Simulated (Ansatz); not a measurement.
The start is a relaxed Bi cell, doubled along one cell vector, shaken by Gaussian noise of σ = 0.08 Å a coordinate. A full variable-cell relaxation at zero pressure is run with PBE (plane waves to 420 eV, PAW, scalar-relativistic; Ansatz, a first-principles code). The first steps use a coarse 7×7×3 k-mesh.

Input geometry:
```
Bi
1.0
    5.41232     0.00000     0.00000
   -2.70616     4.68721     0.00000
    0.00000     0.00000    12.95244
Bi
8
Cartesian
  0.22372   0.01728   4.79864
 -0.01244  -0.06834  11.39553
  0.00162  -0.04729   1.64867
 -0.01376   0.03045   8.15752
 -0.04146   3.01779   4.92188
 -0.05747   3.11531  11.42259
  2.79973   1.54578   1.69062
  2.84553   1.50729   7.93683
```

| Property | Result |
|---|---|
| Volume change | -10.2 %, from 41.07 to 36.89 Å³/atom |
| Shortest distances (start → end) | The closest pairs of elements (up to four, under 3.6 Å), start → end: Bi–Bi 2.96 → 3.11 Å |
| Band gap at the end | zero (metallic) |
| Optimiser moves | 38 |

The end point of the relaxation:

```cif
data_Bi6
_chemical_formula_sum 'Bi6'
_space_group_name_H-M_alt 'R-3m :H'
_space_group_IT_number 166
_space_group_name_Hall '-R 3 2"'
_cell_length_a 4.58240
_cell_length_b 4.58240
_cell_length_c 12.16851
_cell_angle_alpha 90.000
_cell_angle_beta 90.000
_cell_angle_gamma 120.000
loop_
_atom_site_label
_atom_site_type_symbol
_atom_site_symmetry_multiplicity
_atom_site_Wyckoff_symbol
_atom_site_fract_x
_atom_site_fract_y
_atom_site_fract_z
_atom_site_occupancy
Bi1 Bi 6 c 0.00000 0.00000 0.23364 1
```
(The calculation used a cell of 2 atoms; values per cell refer to that cell.)

Final values are on a 12×12×12 k-mesh of the relaxed cell. No spin polarisation in the result.

Of the parent cell (P6₃/mmc (No. 194)): it is a generated cell of Bi: the first start was made by placing the elements on the sites of a structure type, and the end was not matched to a known phase here, so it may be hypothetical. Known forms of Bi include space group No. 166.
